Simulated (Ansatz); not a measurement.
MgO:
Space group Fm-3m (No. 225); a = b = c = 4.254 Å, α = β = γ = 90.00°

```tsv
atom	site	symmetry	x	y	z
Mg	4a	m-3m	0.0000	0.0000	0.0000
O	4b	m-3m	0.5000	0.5000	0.5000
```
(The calculation used a cell of 2 atoms; values per cell refer to that cell.)

Relaxed with PBE.

### Question
Which orbitals make up the states near the band edges in the program Ansatz at the PBE level (PAW)?

### Answer
Top 1 eV of the valence band: O 2p 98 %. Bottom 1 eV of the conduction band: Mg 3s 55 %, O 2s 34 %, O 2p 9 %. Projections are on Löwdin-orthogonalised atomic valence shells; empty p or d shells of many metals are not among them.

### Question
Tabulate the density of states.

### Answer
States/eV per cell of 2 atoms, in 0.25 eV bins, energy from the valence-band maximum.

```
E (eV)  total  O 2p  Mg 3s  O 2s
------  -----  ----  -----  ----
-4.60    0.00  0.00   0.00  0.00
-4.35    0.22  0.17   0.05  0.00
-4.10    0.50  0.40   0.10  0.00
-3.85    1.04  0.86   0.15  0.01
-3.60    2.36  2.00   0.27  0.03
-3.35    1.83  1.54   0.22  0.04
-3.10    0.72  0.60   0.08  0.02
-2.85    0.43  0.35   0.05  0.02
-2.60    0.80  0.71   0.05  0.02
-2.35    0.90  0.81   0.04  0.01
-2.10    0.97  0.90   0.03  0.01
-1.85    1.03  0.96   0.02  0.01
-1.60    1.29  1.22   0.03  0.01
-1.35    2.12  2.03   0.03  0.01
-1.10    2.68  2.60   0.02  0.00
-0.85    2.88  2.80   0.01  0.00
-0.60    2.52  2.47   0.00  0.00
-0.35    1.25  1.23   0.00  0.00
-0.10    0.46  0.45   0.00  0.00
0.15     0.00  0.00   0.00  0.00
0.40     0.00  0.00   0.00  0.00
0.65     0.00  0.00   0.00  0.00
0.90     0.00  0.00   0.00  0.00
1.15     0.00  0.00   0.00  0.00
1.40     0.00  0.00   0.00  0.00
1.65     0.00  0.00   0.00  0.00
1.90     0.00  0.00   0.00  0.00
2.15     0.00  0.00   0.00  0.00
2.40     0.00  0.00   0.00  0.00
2.65     0.00  0.00   0.00  0.00
2.90     0.00  0.00   0.00  0.00
3.15     0.00  0.00   0.00  0.00
3.40     0.00  0.00   0.00  0.00
3.65     0.00  0.00   0.00  0.00
3.90     0.00  0.00   0.00  0.00
4.15     0.00  0.00   0.00  0.00
4.40     0.00  0.00   0.00  0.00
4.65     0.01  0.00   0.01  0.00
4.90     0.02  0.00   0.01  0.01
5.15     0.03  0.00   0.02  0.01
5.40     0.04  0.00   0.02  0.01
5.65     0.05  0.01   0.03  0.02
5.90     0.07  0.01   0.04  0.02
6.15     0.08  0.01   0.04  0.02
6.40     0.10  0.02   0.05  0.02
6.65     0.12  0.02   0.07  0.03
6.90     0.14  0.03   0.08  0.03
7.15     0.17  0.03   0.10  0.03
7.40     0.21  0.04   0.12  0.03
7.65     0.30  0.05   0.16  0.04
7.90     0.44  0.05   0.19  0.04
8.15     0.46  0.05   0.19  0.03
8.40     0.46  0.05   0.19  0.03
8.65     0.48  0.05   0.20  0.03
8.90     0.49  0.05   0.20  0.02
9.15     0.55  0.05   0.21  0.02
```

The cell was relaxed with PBE under the symmetry of its start. The volume moved by -31 % from the start of the relaxation.

Potentials: the later of the program's two PAW sets.
